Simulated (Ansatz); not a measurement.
The start is a generated trial cell of W in the AFLOW prototype A_oC4_63_c (A20). A full variable-cell relaxation at zero pressure is run with PBEsol (plane waves to 420 eV, PAW, scalar-relativistic; Ansatz, a program for electronic structure). The first steps use a coarse 14×14×7 k-mesh.

Starting cell:
```yaml
crystal:
  lattice:
    - [1.30161, -2.68563, 0.00000]
    - [1.30161, 2.68563, 0.00000]
    - [0.00000, 0.00000, 4.51343]
  atoms:
    - { symbol: W, position: [0.89772, 0.10228, 0.25000] }
    - { symbol: W, position: [0.10228, 0.89772, 0.75000] }
```

**Question.** What pressure does the first self-consistent step give?

**Answer.** +12.3 GPa (positive: the cell is compressed).

**Question.** What is the largest force in the starting geometry, and on which atom (counted from 1)?

**Answer.** 1.95 eV/Å, on W1, W2 (atoms numbered as listed).

**Question.** How do the shortest distances between atoms change?

**Answer.** The closest pairs of elements (up to four, under 3.6 Å), start → end: W–W 2.51 → 2.60 Å.

**Question.** What band gap does the relaxed structure have at this level?

**Answer.** No gap (metallic).

The space group stays Cmcm (No. 63) (the run could not lower it); the end is AFLOW prototype A_oC4_63_c (A20), with 2 atoms in the primitive cell. Final values are on a 20×20×10 k-mesh of the relaxed cell. No spin polarisation in the result.

The run could not lower the symmetry of its start; a shaken copy of this end point relaxes with PBEsol to Im-3m (No. 229), 0.45 eV/atom lower.

The relaxed structure here is a generated cell of W: the first start was made by placing the elements on the sites of a structure type, and the end was not matched to a known phase here, so it may be hypothetical. Known forms of W include space group No. 229.
